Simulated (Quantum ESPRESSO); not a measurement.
# AgHf5MoSc: a guest atom moved from site to site

Simulated, not a measurement. The program is pw.x of Quantum ESPRESSO 7.5 (plane-wave density functional theory). The cell is made up: eight metal atoms on a hexagonal close-packed lattice, with elements, volume, strain and displacements drawn at random and not relaxed, so it may be unstable or far from any real phase. PseudoDojo standard norm-conserving files set the functional (PBE unless stated); there is no spin polarisation or spin-orbit coupling, the Fermi-Dirac width of 0.25 eV means electrons at about 2900 K, and the masses in the input are unused placeholders. Heavy elements are run without spin-orbit coupling, which real alloys of them have. A spin test at this wide smearing found no moment, but such smearing suppresses magnetism that the real alloy may have.

The runs move one Ag atom among sites that otherwise hold Hf. Cell, positions, cutoff, mesh and smearing stay as in the input of run 1; sites are counted in its order. Stress in the tables is positive in tension.

Input of run 1:

```
&control calculation='scf', pseudo_dir='./dojo.nc.sr.pbe.v0_5.standard.upf', outdir='./o', disk_io='minimal', tprnfor=.true., tstress=.true. /
&system ibrav=0, nat=8, ntyp=4, nbnd=69, ecutwfc=82.02448710, nosym=.true., tot_charge=0,
 occupations='smearing', smearing='fd', degauss=0.0183746611
/
&electrons conv_thr=1.470e-08, electron_maxstep=70, mixing_beta=0.5 /
ATOMIC_SPECIES
Ag 1.0 Ag.upf
Hf 1.0 Hf.upf
Mo 1.0 Mo.upf
Sc 1.0 Sc.upf
CELL_PARAMETERS angstrom
3.1773 -0.0052 5.2041
3.0864 0.0376 -5.1486
-3.1038 5.4359 -0.0504
ATOMIC_POSITIONS angstrom
Ag 0.0822 -0.045 0.0389
Hf -1.5506 2.7839 -0.0033
Hf 3.0963 1.8374 -2.6075
Hf 1.5484 4.6047 -2.5449
Hf 3.071 -0.0117 0.0714
Hf 1.56 2.7157 0.0051
Mo 3.0814 1.8329 2.6514
Sc 1.5678 4.4675 2.617
K_POINTS automatic
5 5 4 1 1 1
```

```
run  elements on sites 1 to 8  free energy less that of run 1 (eV)  -TS (eV)  pressure (GPa)  stress xx (GPa)  stress yy (GPa)  stress zz (GPa)  stress yz (GPa)  stress xz (GPa)  stress xy (GPa)  iterations
  1   Ag Hf Hf Hf Hf Hf Mo Sc                                0.000    -2.039           -4.41             4.29             3.28             5.67             0.77             0.08             0.88          17
  2   Hf Ag Hf Hf Hf Hf Mo Sc                                0.313    -2.037           -4.38             3.46             4.43             5.26            -0.69             1.75             1.20          17
  3   Hf Hf Ag Hf Hf Hf Mo Sc                                0.286    -2.071           -4.26             1.34             5.41             6.02             0.02             0.55             1.62          17
  4   Hf Hf Hf Ag Hf Hf Mo Sc                                0.180    -2.035           -4.40             4.96             2.00             6.23             0.01             0.40            -0.32          17
  5   Hf Hf Hf Hf Ag Hf Mo Sc                                0.066    -2.036           -4.25             4.21             3.14             5.40            -0.71             0.93             1.04          17
  6   Hf Hf Hf Hf Hf Ag Mo Sc                                0.124    -1.965           -4.61             3.69             4.39             5.76             0.35            -0.67             1.18          17
```

Forces Fx Fy Fz (eV/Å):

| site | run 1 | run 2 | run 3 | run 4 | run 5 | run 6 |
| --- | --- | --- | --- | --- | --- | --- |
| 1 | -0.52 0.24 -0.18 | -1.30 0.31 -0.42 | -0.68 0.59 -0.08 | -0.78 0.65 -0.30 | -0.67 1.22 -0.18 | -0.48 0.60 -0.37 |
| 2 | -0.61 -1.27 -0.09 | -0.11 -0.52 0.06 | -0.02 -0.84 0.06 | -0.07 -1.02 0.33 | 0.46 -1.35 0.07 | -0.04 -0.87 0.00 |
| 3 | 0.01 -0.28 0.24 | -0.18 -0.18 0.32 | -0.15 -0.09 0.20 | 0.27 -0.03 0.41 | -0.07 -0.16 0.49 | -0.05 -0.15 0.30 |
| 4 | -0.04 -0.08 0.23 | -0.04 -0.14 -0.22 | 0.35 0.13 0.05 | -0.08 -0.10 0.02 | -0.07 -0.05 0.08 | -0.13 -0.10 0.39 |
| 5 | 0.49 1.26 0.17 | 1.16 0.46 0.36 | 0.36 0.48 0.04 | 0.58 0.63 0.41 | 0.35 0.24 0.05 | 0.25 0.63 0.44 |
| 6 | 0.43 -0.47 -0.26 | 0.09 0.10 -0.16 | 0.12 -0.25 -0.13 | 0.08 -0.29 -0.50 | -0.27 -0.51 -0.02 | 0.08 -0.01 -0.05 |
| 7 | -0.05 0.15 0.02 | 0.01 -0.28 -0.20 | 0.12 -0.41 -0.02 | -0.25 0.12 -0.14 | -0.07 0.21 -0.19 | -0.03 -0.32 -0.12 |
| 8 | 0.28 0.45 -0.13 | 0.37 0.25 0.25 | -0.11 0.38 -0.14 | 0.26 0.05 -0.23 | 0.33 0.39 -0.31 | 0.40 0.23 -0.60 |

The sites are displaced and not relaxed, so the energy differences hold strain from misfit and are not ordering energies. A rerun of one cell of this series at a higher cutoff and on a denser mesh moved values by no more than 0.003 eV in energy, 0.03 GPa in stress and 0.003 eV/Å in force, and a second program with other atomic files agreed on that cell to 2 % rms in force and 0.5 GPa in pressure.